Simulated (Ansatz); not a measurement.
A geometry of B away from equilibrium: step 2 of the relaxation of a relaxed B cell displaced along its unstable phonon at q = Γ (358i cm⁻¹), largest move 0.15 Å. Computed with r2SCAN (plane waves to 500 eV, PAW, scalar-relativistic; Ansatz, a quantum-chemistry and plane-wave program). Γ-centred k-mesh 12×12×16 on the run's cell (coarser than for final values), Fermi–Dirac smearing 0.05 eV. The plane waves were selected for a different cell earlier on the path.

```xyz
2
Lattice="2.9764 0.0000 0.0000 -1.4882 2.5776 0.0000 0.0000 0.0000 1.9250" Properties=species:S:1:pos:R:3 pbc="T T T"
B      0.0000     1.7184    -0.1713
B      1.4882     0.8592     0.1713
```

What forces act on the atoms (eV/Å)?


| atom | Fx | Fy | Fz |
|---|---|---|---|
| B1 | 0.00 | 0.00 | -0.49 |
| B2 | 0.00 | 0.00 | 0.49 |

The path ends in P-3m1 (No. 164). No spin polarisation in the result.

The run could not lose the symmetry of its start: the end is stationary, and may be a saddle point rather than a minimum.

The end of the path is a generated cell of B: the first start was made by placing the elements on the sites of a structure type, and the end was not matched to a known phase here, so it may be hypothetical.
